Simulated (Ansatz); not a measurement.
ZrGeSe in space group P4/nmm (No. 129; Zr on 2c, Ge on 2a, Se on 2c), DFT-r²SCAN in the program Ansatz with PAW potentials, all energies at zero smearing, with the estimated change up to a 700 eV cutoff added, with one set of potentials and settings (totals compare only within such a set). Cell of 6 atoms (2 Zr, 2 Ge, 2 Se): -27959.302 eV.

```
element                reference phase  E (eV/atom)
-------  -----------------------------  -----------
Zr       P6_3/mmc, 2 atoms in the cell   -4195.0547
Ge          Fd-3m, 2 atoms in the cell   -4302.9121
Se         P3_121, 3 atoms in the cell   -5478.1406
```

Formation energy per atom, worked out: (-27959.302 − 2×(-4195.0547) − 2×(-4302.9121) − 2×(-5478.1406))/6 = -1.181 eV/atom (-114 kJ per mol of atoms), at 0 K, without zero-point energy or fitted corrections.

The first step of the workflow began from a Materials Project structure, measured or hypothetical; the Crystallography Open Database files this formula in space group No. 129, but the cells were not matched. Whether it is the stable phase at ambient conditions was not checked. Symmetry was held in the r²SCAN relaxation; its stability against distortions is not shown here. No spin polarisation was allowed. The references are the lowest solids computed at this level, not always the standard phases.

Potentials: the earlier of the program's two PAW sets.
